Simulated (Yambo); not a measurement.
# WS2 monolayer: sweep of GW parameters

G0W0@PBEsol for a free-standing WS2 monolayer (symmetry P-6m2, slab cell 16.1 Å high) in Yambo. Reference settings: 6×6×1 Γ-centred k mesh, bands 5 to 192 and a 7 Ry block in the screening, 192 bands in G with the Bruneval-Gonze terminator, plasmon pole fitted at 27.2 eV, slab-truncated Coulomb interaction, stochastic integration of W near q = 0. The PBEsol gap K → (0.167, 0.167) on this mesh is 1.67 eV; G0W0 gaps are taken between the same points.

```csv
change from the reference,"G0W0 gap K → (0.167, 0.167) (eV)",shift of the valence edge (eV),rough Yambo cost
reference settings,2.41,-0.05,1
"74 bands in W, 74 bands in G",2.42,0.26,about 1/3
"124 bands in W, 124 bands in G",2.41,0.08,within a factor of two
74 bands in G,2.42,0.06,–
124 bands in G,2.41,-0.01,–
92 bands in W,2.41,0.11,within a factor of two
no stochastic integration of W,3.85,-0.76,–
3 Ry block,2.37,0.13,within a factor of two
6 Ry block,2.40,-0.01,within a factor of two
pole fitted at 55 eV,2.44,-0.13,–
"74 bands in G, no terminator",2.44,0.70,–
"124 bands in G, no terminator",2.42,0.40,–
no terminator,2.42,0.21,–
```

The reference isn't shown to be the converged limit. Costs are rough (shared machines), scaled to the same edge states, and given only for runs that recompute the screening. Without the stochastic integration, the mesh misses the sharp change of W near q = 0 in a layer: the 1.44 eV of that row are a sampling artefact.

Spin-orbit coupling is included.

Geometry relaxed with PBEsol; primitive cell a = 3.1456 Å, b = 3.1456 Å, c = 16.1000 Å, α = 90.00°, β = 90.00°, γ = 120.00°.

A shift is the quasiparticle energy of the state minus its PBEsol energy.
